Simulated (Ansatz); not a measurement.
# SiNi3 — 61Ni nuclear quadrupole resonance

Cell: a structure deposited in the COD, whose atoms a relaxation with PBE at fixed cell left in place.

```
Si Ni
1.0
     3.55110    0.00000    0.00000
     0.00000    3.55110    0.00000
     0.00000    0.00000    3.55110
Si Ni
1 3
Direct
  0.00000 0.00000 0.00000
  0.00000 0.50000 0.50000
  0.50000 0.00000 0.50000
  0.50000 0.50000 0.00000
```

Atoms are numbered from 1 in the order listed; like atoms form one site, named after its first atom.

Level of theory: DFT, PBE, plane waves and PAW, scalar-relativistic, collinear spin, 420 eV cutoff, Γ-centred 13×13×13 k-points, Fermi–Dirac smearing 0.05 eV (Ansatz 0.2.0). Start moments as typed (μB): 1.5 on each Ni, none on the rest.

61Ni: I = 3/2, Q = 162.0 mb (year-2017 value). Static lattice, zero field.

Question: At which frequencies do the 61Ni NQR lines lie?

Answer: For I = 3/2 there is one line, ν = (|C_Q|/2)(1 + η²/3)^½.

```csv
site,atoms,V_zz (10²¹ V/m²),C_Q (MHz),η,line frequencies (MHz)
Ni,"2, 3, 4",-4.52,-17.7,0.00,8.85
```

An axis of threefold or higher order runs through Ni, so V_zz lies along it and η is zero.

At this cell the PBE pressure is -7 GPa, so with PBE the cell would shrink if it were relaxed. The entry's cell may itself be off. With no gap above 0.1 eV, as in a metal, the gradients converge slowly in k; expect changes of a tenth or more on a denser mesh. With these PAW files V_zz is typically within 2 to 3 % of all-electron values, but misses above 10 % occur on Ni. The start moments die out, and the run ends without spin.

The relaxation (1 step) took 17 s of wall time (17 s of CPU time) and 0.59 GiB at its peak, on 1 thread of Intel Xeon 6975P-C (Granite Rapids) (x86_64; 16 cores open to the job, memory cap 3.0 GiB, no GPU), a shared host with a load of 0.1 a core.
